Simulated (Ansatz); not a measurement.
TaP:
```
CELL_PARAMETERS angstrom
      3.28256     0.00000     0.00000
     -1.64128     2.84278     0.00000
      0.00000     0.00000     3.31700
ATOMIC_POSITIONS crystal
  Ta 0.66667 0.33333 0.00000
  P  0.00000 0.00000 0.50000
```

Relaxed with PBEsol. Special points in fractions of this cell's reciprocal vectors: Γ (0.000, 0.000, 0.000); M (0.500, 0.000, 0.000); K (0.333, 0.333, 0.000); A (0.000, 0.000, 0.500); L (0.500, 0.000, 0.500); H (0.333, 0.333, 0.500).

List the band energies nearest the Fermi level at these points for the program Ansatz at the PBEsol with spin–orbit coupling level (PAW).

In eV from the Fermi level; about four levels below and three above (degenerate sets whole), none deeper than 8.9 eV; points with the same levels are listed once.

```csv
k,below,above
Γ,-2.16 -2.16 -0.72 -0.72,2.12 2.12 2.40 2.40
M,-2.71 -2.71 -0.73 -0.73,1.30 1.30 3.80 3.80
K,-3.09 -2.99 -0.29 -0.08,1.14 1.54 1.93
A,-0.45 -0.45 -0.06 -0.06,2.84 2.84 3.63 3.63
L,-3.41 -3.41 -0.67 -0.67,3.66 3.66 3.83 3.83
H,-2.90 -2.81 -0.38 -0.32,2.89 2.90 3.88
```

Space group P-6m2. The first step of the workflow began from a Materials Project structure, measured or hypothetical; the Crystallography Open Database copy checked does not list it. COD files the formula under space group No. 141. Its standing as an ambient phase is unchecked. The cell was relaxed with PBEsol under the symmetry of its start; whether a distortion lowers the energy is not shown. No spin polarisation was allowed.

Potentials: the earlier of the program's two PAW sets. The files were generated under PBE; for other functionals the program regenerates the frozen cores, and for LDA and PBEsol the local potential too.
